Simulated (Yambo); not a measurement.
Yambo run on Ba$_{2}$MoZnO$_{6}$ (space group Fm-3m, No. 225). The wavefunctions come from this Quantum ESPRESSO step (PBEsol, PseudoDojo standard norm-conserving files, scalar-relativistic):

```
&CONTROL
  calculation = 'nscf'
  pseudo_dir = './pseudo'
  outdir = './out'
/
&SYSTEM
  ibrav = 0
  nat = 10
  ntyp = 4
  ecutwfc = 84.0
  ecutrho = 336.0
  occupations = 'fixed'
  force_symmorphic = .true.
  nbnd = 223
/
&ELECTRONS
  conv_thr = 1e-08
  diago_full_acc = .true.
  diago_thr_init = 1e-08
/
ATOMIC_SPECIES
O 15.9990 O.upf
Zn 65.3800 Zn.upf
Mo 95.9500 Mo.upf
Ba 137.3270 Ba.upf
CELL_PARAMETERS angstrom
  0.000000000000   4.120400000000   4.120400000000
  4.120400000000   0.000000000000   4.120400000000
  4.120400000000   4.120400000000   0.000000000000
ATOMIC_POSITIONS crystal
O   0.762380000000   0.237620000000   0.237620000000
O   0.237620000000   0.762380000000   0.762380000000
O   0.237620000000   0.762380000000   0.237620000000
O   0.762380000000   0.237620000000   0.762380000000
O   0.237620000000   0.237620000000   0.762380000000
O   0.762380000000   0.762380000000   0.237620000000
Zn   0.500000000000   0.500000000000   0.500000000000
Mo   0.000000000000   0.000000000000   0.000000000000
Ba   0.250000000000   0.250000000000   0.250000000000
Ba   0.750000000000   0.750000000000   0.750000000000
K_POINTS automatic
2 2 2 0 0 0
```

Yambo input:

```
rim_cut
gw0
dyson
el_el_corr
HF_and_locXC
ppa
em1d
RandQpts= 1000000
RandGvec= 1 Ry
EXXRLvcs= 84 Ry
VXCRLvcs= 336 Ry
Chimod= "HARTREE"
% BndsRnXp
 6 | 222 |
%
NGsBlkXp= 7 Ry
% LongDrXp
 1.0 | 1.0 | 1.0 |
%
PPAPntXp= 27.2114 eV
% GbndRnge
 1 | 222 |
%
GTermKind= "BG"
DysSolver= "n"
ExtendOut
% QPkrange
 1 | 1 | 45 | 46 |
 2 | 2 | 45 | 46 |
 3 | 3 | 45 | 46 |
%
```

k points by index: 1 = Γ, 2 = L, 3 = X.

Resulting energies as the program prints them:

```
#    K-point    Band    Eo [eV]    E [eV]    E-Eo [eV]    Vxc [eV]    Vnlxc [eV]    Sc|Eo [eV]    Sc|E [eV]    dSc/dw|Eo [eV]    Re(Z)    Im(Z)
#
    1    45    0.000000    -0.277840    -0.277840    -19.60157    -24.70335    4.736676    4.823947    -8.541895    0.761083    -0.001835
    1    46    2.506253    3.565623    1.059371    -18.76902    -13.96242    -3.467215    -3.747229    -7.192303    0.790944    -0.505060E-3
    2    45    -0.067560    -0.528614    -0.461055    -22.09650    -27.27889    4.586389    4.721335    -7.961779    0.773637    -0.001646
    2    46    2.483294    3.571486    1.088192    -18.52494    -13.35661    -3.785628    -4.080145    -7.364405    0.786926    0.008002
    3    45    -0.046633    -0.330841    -0.284208    -19.47874    -24.55675    4.704787    4.793807    -8.517718    0.761598    -0.001913
    3    46    2.145177    3.182461    1.037283    -17.90000    -12.68632    -3.911578    -4.176400    -6.946649    0.796631    -0.001018
```
(The two width columns are left out.) Convergence of these settings isn't established.

Spin-orbit coupling is not included.

Geometry of the Materials Project entry, not relaxed at this level.

The structure is a Materials Project entry; no match was found in the copy of COD used, and its stability was not checked.
